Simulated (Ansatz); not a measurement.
Given:

SiGe:
Space group R-3m, hexagonal axes (No. 166); a = b = 3.921 Å, c = 19.175 Å, α = β = 90.00°, γ = 120.00°

| atom | site | symmetry | x | y | z |
|---|---|---|---|---|---|
| Si | 6c | 3m | 0.0000 | 0.0000 | 0.0611 |
| Ge | 6c | 3m | 0.0000 | 0.0000 | 0.4359 |
(The calculation used a cell of 4 atoms; values per cell refer to that cell.)

This is the PBEsol-relaxed structure.

All from PBEsol in the plane-wave PAW code Ansatz, unless another level is named. Give the smallest direct gap on the standard path.

0.88 eV.

Predict the HSE06 gap on the PBEsol cell.

1.01 eV.

What about the gap with spin–orbit coupling?

0.27 eV.

Predict the valence-band maximum.

at Γ.

The start of the workflow was typed in or built on a structure type; neither database checked (COD, Materials Project) lists it. Its standing as an ambient phase is unchecked. Symmetry was held in the PBEsol relaxation; its stability against distortions is not shown here. Spin–orbit coupling is left out wherever it is not named.

Potentials: the earlier of the program's two PAW sets. The files were generated under PBE; for other functionals the program regenerates the frozen cores, and for LDA and PBEsol the local potential too.
